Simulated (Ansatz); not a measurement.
## Cs (hcp): energy against volume

All numbers below come from DFT, PBEsol, plane waves (420 eV) with PAW, scalar-relativistic (Ansatz 0.2.0). (PAW data from PBE, frozen cores regenerated.)

The cell is scaled uniformly from the relaxed one, with fractional coordinates and shape fixed. Energies are extrapolated to zero smearing, pressures are those at the given smearing. Magnetic state: spin not included.

A Birch-Murnaghan fit gives V₀ = 109.50 Å³/atom, B₀ = 2.1 GPa, B₀′ = 3.2.

Task: What are the energy above the minimum and the pressure at 97.194 Å³/atom?

Result: 10.4 meV/atom and 0.28 GPa as computed.

Task: What are the energy above the minimum and the pressure at 101.612 Å³/atom?

Result: 4.0 meV/atom and 0.16 GPa as computed.

Task: What are the energy above the minimum and the pressure at 119.284 Å³/atom?

Result: 5.0 meV/atom and -0.15 GPa as computed.
